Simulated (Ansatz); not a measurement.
Li (bcc (W type)), relaxed and computed with several functionals in Ansatz (plane waves, PAW). Much of their spread follows the volume that each gives.

```tsv
functional	V (Å³/atom)	B₀ by P(V) fit (GPa)
PBEsol	20.25	13.7
PBE	20.26	?
LDA	19.01	15.1
r²SCAN	21.00	13.1
```

Problem. Fit a straight line to ln B₀ against ln V and predict the withheld value.

Solution. Least squares on the 3 shown rows: ln B₀ = -1.44 × ln V + (6.954), with a scatter of 0.3 %. For PBE this gives 13.8. The run itself gave 13.9, a miss of 0.7 % of that.

All cells were relaxed under the symmetry of their starts (and spin orders); stability against distortions was not tested throughout.

Potentials: the earlier of the program's two PAW sets. The files were generated under PBE; for other functionals the program regenerates the frozen cores, and for LDA and PBEsol the local potential too.

Ansatz (a program for electronic structure) is a plane-wave DFT program.
